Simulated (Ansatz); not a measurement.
GaN (wurtzite)

```
CELL_PARAMETERS angstrom
      3.21838     0.00000     0.00000
     -1.60919     2.78720     0.00000
      0.00000     0.00000     5.24320
ATOMIC_POSITIONS crystal
  Ga 0.66667 0.33333 0.00096
  Ga 0.33333 0.66667 0.50096
  N  0.66667 0.33333 0.62424
  N  0.33333 0.66667 0.12424
```

In this cell atom 2 (Ga, nearest neighbour N at 1.967 Å; its periodic images, 3.2 Å or more away, move with it) is moved by s along Cartesian [111], unit vector (0.577, 0.577, 0.577); all other atoms and the cell stay fixed.

Calculation: PBE (plane waves to 420 eV, PAW, scalar-relativistic; Ansatz, a first-principles code). k mesh 10×10×5 (Γ-centred), Fermi-Dirac smearing 0.05 eV. Energies are smeared free energies. GaN was relaxed with its symmetry unable to fall. The zero of ΔE is the undisplaced structure.

| s (Å) | ΔE (meV/cell) |
|---|---|
| -0.200 | 278.9 |
| -0.160 | 179.6 |
| -0.120 | 101.6 |
| -0.080 | withheld |
| -0.040 | 11.4 |
| 0.000 | 0.0 |
| 0.040 | 11.4 |
| 0.080 | 45.9 |
| 0.120 | 103.3 |
| 0.160 | 183.8 |
| 0.200 | 287.3 |

Task: Fit a polynomial form (powers 2, 3, 4) to the given rows and predict ΔE at s = -0.080.

Result: Least squares on the 10 given rows: ΔE = (7135)·s² + (521.4)·s³ + (-1438)·s⁴, in meV/cell with s in Å; root-mean-square residual 0.04 meV/cell. At -0.080 the fit gives 45.3 meV/cell; the calculation gives 45.3 meV/cell, the same to the digits shown. The quadratic term alone would give 45.7 meV/cell.

(A displaced cell: forces are minus the slopes of the energy, force constants its curvatures, and phonons follow from these.)
